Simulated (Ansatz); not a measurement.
Here is an unrelaxed guess for Sn2TeO.

```
Sn Te O
1.0
     4.00947    0.00000    0.00000
    -2.00473    3.47230    0.00000
     0.00000    0.00000    8.72729
Sn Te O
2 1 1
Cartesian
  0.0000 0.0000 6.0560
  0.0000 0.0000 2.6712
  0.0000 0.0000 4.3636
  0.0000 0.0000 0.0000
```

The calculation used DFT PBE, scalar-relativistic, plane waves, PAW in Ansatz. Settings: cutoff 420 eV, Γ-centred mesh 6×6×2 on the computed 4-atom cell, Gaussian smearing of 0.10 eV; no spin polarisation.

Energies over the elements count from the elements' standard structures at the same level (O₂ as a molecule), with no fitted energy shifts. The references include grey tin.

Question: What does a single point on this coarse mesh give?

Answer: The pressure is 105.5 GPa (the mean over three directions, positive in compression), the largest force is 76.52 eV/Å, and the energy is +10.93 eV/atom against the elements. The shortest distance is 1.69 Å, so close that the PAW spheres overlap strongly and these values are rough.

Question: Is it a good guess?

Answer: A poor one: relaxing gains about 11.2 eV/atom (the start's value is from the coarse mesh, so the gain is rough) in 21 ionic steps and ends at −0.31 eV/atom on the finer mesh. The symmetry stays P6/mmm (No. 191). The volume per atom shrinks by 15.5 %, from 30.4 to 25.7 Å³. The shortest distance goes from 1.69 Å (Sn–Te) to 1.98 Å (Sn–O). The ratio c/a of the conventional cell changes by a factor of 1.49. Conventional cell: a = 3.316 Å, c = 10.787 Å. Sn is surrounded by 1 O at 1.98 Å, 6 Sn at 3.32 Å and 1 Te at 3.41 Å; Te has 6 Te at 3.32 Å and 2 Sn at 3.41 Å; around O lie 2 Sn at 1.98 Å.

The last run used an 18×18×6 mesh (in the run's order of axes) for its 4-atom cell and Gaussian smearing of 0.10 eV. These runs have no spin–orbit coupling, which can matter for Te. The reference form of Te is held partly by dispersion forces, which this level lacks. The relaxation can't lower the symmetry of the start, and the grade says only how near the guess is to its own end. A structure relaxed within its symmetry needn't be a true minimum. Another cell of Sn2TeO relaxed alike, in R-3m, lies 122 meV/atom lower, so this cell isn't the stable form at this level.
